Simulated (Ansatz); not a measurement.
**How the functional moves the response of LuCd (Pm-3m) (PBEsol, LDA)**

```
CELL_PARAMETERS angstrom
3.60854 0.00000 0.00000
0.00000 3.60854 0.00000
0.00000 0.00000 3.60854
ATOMIC_POSITIONS crystal
Lu 0.50000 0.50000 0.50000
Cd 0.00000 0.00000 0.00000
```

This cell (23.49 Å³ an atom) was relaxed by PAW under PBEsol, and each functional gets its own cell relaxed so. Quantity: harmonic phonons by finite displacements (negative means unstable), on a 2×2×2 q mesh. The structure is a database entry and needn't be the stable phase.

Runs: (1) PBEsol, all-electron LAPW in Ansatz 0.2.0, scalar-relativistic; k mesh 8×8×8, Fermi-Dirac smearing of 0.100 eV, basis error target 1 meV/atom. (2) LDA, all-electron LAPW in Ansatz 0.2.0, scalar-relativistic; k mesh 10×10×10, Fermi-Dirac smearing of 0.100 eV, basis error target 1 meV/atom.

Under PBEsol: highest mode = 133 cm⁻¹, lowest at X = 81.0 cm⁻¹, lowest at M = 33.7 cm⁻¹, lowest at R = 89.2 cm⁻¹, highest at Γ = 117 cm⁻¹.

Problem. Which way does LDA move the volume, and by how much?

Solution. a = 3.556 Å, 22.48 Å³ an atom: 4.3 % smaller.

Problem. What does LDA give for these quantities?

Solution. 

```json
{"quantity": "highest mode", "PBEsol": "133 cm⁻¹", "LDA": "137 cm⁻¹", "change": "+3 %"}
{"quantity": "lowest at X", "PBEsol": "81.0 cm⁻¹", "LDA": "82.1 cm⁻¹", "change": "+1 %"}
{"quantity": "lowest at M", "PBEsol": "33.7 cm⁻¹", "LDA": "28.9 cm⁻¹", "change": "-14 %"}
{"quantity": "lowest at R", "PBEsol": "89.2 cm⁻¹", "LDA": "89.6 cm⁻¹", "change": "under 1 %"}
{"quantity": "highest at Γ", "PBEsol": "117 cm⁻¹", "LDA": "120 cm⁻¹", "change": "+2 %"}
```

Known limits: responses of metals move with mesh and smearing.
